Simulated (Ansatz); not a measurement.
Computed properties of C

C:
```yaml
crystal:
  lattice:
    - [-2.23466, 2.23466, 2.23466]
    - [2.23466, -2.23466, 2.23466]
    - [2.23466, 2.23466, -2.23466]
  atoms:
    - { symbol: C, position: [0.50000, 0.00000, 0.31302] }
    - { symbol: C, position: [0.68698, 0.50000, 0.00000] }
    - { symbol: C, position: [0.31302, 0.50000, 0.00000] }
    - { symbol: C, position: [0.00000, 0.68698, 0.50000] }
    - { symbol: C, position: [0.00000, 0.31302, 0.50000] }
    - { symbol: C, position: [0.50000, 0.00000, 0.68698] }
    - { symbol: C, position: [0.18698, 0.18698, 0.18698] }
    - { symbol: C, position: [0.81302, 0.81302, 0.81302] }
```

Space group Ia-3 (No. 206); conventional cell a = b = c = 4.4693 Å, α = β = γ = 90.00°.

Method: r²SCAN (plane waves, PAW; program Ansatz). Geometry: relaxed at this level of theory. Other levels are named where they apply.

### Cell and energy

```yaml
volume_per_atom: 5.58 Å³
density: 3.57 g/cm³
```

### Electronic structure

```yaml
band_gap: 2.72 eV (direct)
valence_band_maximum: at H
conduction_band_minimum: at H
electron_effective_mass: 0.41 mₑ (isotropic)
HSE06 gap on the r²SCAN cell: 3.66 eV
```

### Mechanics

```yaml
Bulk modulus (Birch–Murnaghan fit): 399 GPa
Pressure derivative B′: 3.9
Elastic constants (relaxed ions, GPa): C11 = 1140, C12 = 31.6, C44 = 524
mechanical_stability: stable (all eigenvalues of C positive)
hill_bulk_and_shear_moduli: 400 and 535 GPa
Young's modulus: 1110 GPa
Poisson's ratio: 0.04
debye_temperature_from_the_elastic_constants: 2230 K
```

The start of the workflow was typed in or built on a structure type; neither database checked (COD, Materials Project) lists it. It is not the phase usual at ambient conditions (space group No. 194, 227). The r²SCAN relaxation kept the symmetry of its start; whether a distortion lowers the energy is not shown.

Potentials: the earlier of the program's two PAW sets.
